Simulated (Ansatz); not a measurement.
# Zone-centre phonons of AlN at -3 GPa: input and output

Level of theory: DFT LDA, scalar-relativistic, plane waves, PAW (Ansatz 0.2.0).

Launched with:
```bash
ansatz run input.yaml --threads 1 --pin off --max-ram 3072MiB --backend cpu --events-out ev --progress --plain --runs-dir out
```

Input (bare energies are in eV):
```yaml
crystal:
  lattice:
    - [0.0, 2.1817895946, 2.1817895946]
    - [2.1817895946, 0.0, 2.1817895946]
    - [2.1817895946, 2.1817895946, 0.0]
  atoms:
    - { symbol: Al, position: [0.0, 0.0, 0.0] }
    - { symbol: "N", position: [0.75, 0.75, 0.75] }
basis:
  ecutwfc: 420
kpoints:
  mp_grid: { grid: [10, 10, 10] }
hamiltonian:
  xc: lda
scf:
  occupations: { method: fixed }
output:
  eigenvalues: true
phonons:
  method: dfpt
  dielectric: true
  rigid_motions: translations
  eigenvectors: true
```

Results section of the output:
```
--- Phonons (Γ-DFPT): 2 representative perturbations + reference, on 171 of 1000 k-points (Σ response iterations 6) ---
  k mesh reduced under 4 symmetry operations, with k and −k counted as one. Each operation leaves every solved perturbation unchanged. A smaller set is not considered because the run solves the response ...
  ASR residual: 1.325e-4 → 0.000e0 eV/Å²; symmetrization residual: 1.472e-6 eV/Å²
  ASR residual per site (eV/Å²): 3.41e-5 1.33e-4
  Γ frequencies (cm⁻¹): 0.00 0.00 0.00 650.17 650.17 650.17
  ε∞ (high-frequency dielectric tensor):
        4.563305    -0.000000     0.000000
       -0.000000     4.563305     0.000000
        0.000000     0.000000     4.563305
  ε⁰ (static dielectric tensor: ions relaxed, cell fixed):
        8.506154    -0.000000     0.000000
       -0.000000     8.506154    -0.000000
        0.000000    -0.000000     8.506154
  ε⁰ − ε∞ (ionic part):
        3.942849    -0.000000     0.000000
       -0.000000     3.942849    -0.000000
        0.000000    -0.000000     3.942849
  softest optical mode at Γ: 650.17 cm⁻¹; the repairs (sum rule, projections) moved no ω² at Γ by more than (1.66 cm⁻¹)²
  Born effective charges Z* (e; rows j = field, columns β = displacement):
    site 0:
         2.54702   -0.00000    0.00000
        -0.00000    2.54702    0.00000
         0.00000    0.00000    2.54702
    site 1:
        -2.54702    0.00000   -0.00000
         0.00000   -2.54702   -0.00000
        -0.00000   -0.00000   -2.54702
  Z* charge neutrality: 1.605e-3 e pre-enforcement
  solved inside a basis spanned on kpoints, on 10×10×10 k-points, its susceptibility summed on 14×14×14: ε∞ is read to err by 1.3e-2, Z* by 9.5e-3 e (field_mesh: kpoints solves on kpoints); Z* is corrected for ...
  optical modes at Γ without the LO–TO term, one row a degenerate level:
      ω (cm⁻¹) modes IR ((D/Å)²/amu)
        650.17      3            48.6968
  optical modes at Γ + LO–TO along q̂ = [1.0000, 0.0000, 0.0000]:
      ω (cm⁻¹) modes IR ((D/Å)²/amu)
        650.17      2            32.4645
        887.68      1            16.2323
  optical modes at Γ + LO–TO along q̂ = [0.0000, 1.0000, 0.0000]:
      ω (cm⁻¹) modes IR ((D/Å)²/amu)
        650.17      2            32.4645
        887.68      1            16.2323
  optical modes at Γ + LO–TO along q̂ = [0.0000, 0.0000, 1.0000]:
      ω (cm⁻¹) modes IR ((D/Å)²/amu)
        650.17      2            32.4645
        887.68      1            16.2323
```

Time: 29 s on 1 thread of Intel(R) Xeon(R) Platinum 8259CL CPU @ 2.50GHz (Skylake/Cascade Lake), on a shared host, peak memory 0.49 GiB.

This zinc-blende form isn't the usual stable structure of the compound at low pressure.